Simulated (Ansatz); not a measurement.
The start is a generated cell, GePd2 built in the Fe2P structure type. The cell and all atomic positions are relaxed at zero pressure with r2SCAN (plane waves to 500 eV, PAW, scalar-relativistic; Ansatz, a quantum-chemistry and plane-wave program). First-step values are on the input's coarse k-mesh.

Ansatz input (later rounds restart from its end on a renewed k-mesh):
Ansatz 0.2 input:
```yaml
crystal:
  lattice:
    - [6.6855022, 0, 0]
    - [-3.3427511, 5.7898147, 0]
    - [0, 0, 3.90983]
  atoms:
    - { symbol: Pd, position: [0.256, 0, 0] }
    - { symbol: Pd, position: [0, 0.256, 0] }
    - { symbol: Pd, position: [0.744, 0.744, 0] }
    - { symbol: Pd, position: [0.589, 0, 0.5] }
    - { symbol: Pd, position: [0, 0.589, 0.5] }
    - { symbol: Pd, position: [0.411, 0.411, 0.5] }
    - { symbol: Ge, position: [0, 0, 0.5] }
    - { symbol: Ge, position: [0.33333333, 0.66666667, 0] }
    - { symbol: Ge, position: [0.66666667, 0.33333333, 0] }
basis: { ecutwfc: 500, ecutrho_ratio: 4, xc_grid: 4, fft_grid_basis: typed }
kpoints: { mp_grid: { grid: [4, 4, 6] } }
hamiltonian:
  xc: r2scan
  dispersion: none
  pseudopotentials: { kind: paw }
scf: { occupations: { method: fermi_dirac, width: 0.05 } }
relax: { f_tol: 0.01, max_steps: 100, cell: { stress_tol: 0.02 } }
output: { forces: true, stress: true }
```

### Question
Which atoms feel the largest initial force, and how large is it?

### Answer
About 0.4 eV/Å, on Pd4, Pd5, Pd6 (atoms numbered as listed).

### Question
By how much does the energy per atom fall from start to end?

### Answer
0.10 eV/atom.

### Question
How does the volume per atom move from start to end?

### Answer
-10.5 %, from 16.82 to 15.04 Å³/atom.

### Question
How do the shortest distances between atoms change?

### Answer
The closest pairs of elements (up to four, under 3.6 Å), start → end: Ge–Pd 2.53 → 2.48 Å; Pd–Pd 2.96 → 2.87 Å; Ge–Ge 3.86 → 3.51 Å.

### Question
What does it relax into? Give the structure.

### Answer

```cif
data_Ge3Pd6
_chemical_formula_sum 'Pd6 Ge3'
_space_group_name_H-M_alt 'P-62m'
_space_group_IT_number 189
_space_group_name_Hall 'P -6 -2'
_cell_length_a 6.67665
_cell_length_b 6.67665
_cell_length_c 3.50710
_cell_angle_alpha 90.000
_cell_angle_beta 90.000
_cell_angle_gamma 120.000
loop_
_atom_site_label
_atom_site_type_symbol
_atom_site_symmetry_multiplicity
_atom_site_Wyckoff_symbol
_atom_site_fract_x
_atom_site_fract_y
_atom_site_fract_z
_atom_site_occupancy
Pd1 Pd 3 f 0.00000 0.26739 0.00000 1
Pd2 Pd 3 g 0.39292 0.39292 0.50000 1
Ge1 Ge 1 b 0.00000 0.00000 0.50000 1
Ge2 Ge 2 c 0.33333 0.66667 0.00000 1
```

The space group stays P-62m (No. 189) (the run could not lower it); the end is AFLOW prototype A2B_hP9_189_fg_bc (C22, as in Fe2P), with 9 atoms in the primitive cell. Final values are on a 8×8×13 k-mesh of the relaxed cell. No spin polarisation in the result.

The run could not lose the symmetry of its start.

The first start was generated by placing the elements on the sites of a structure type. Materials Project lists a structure of GePd2 in the same space group, P-62m (No. 189); the sites were not compared with it, nor with measured phases.
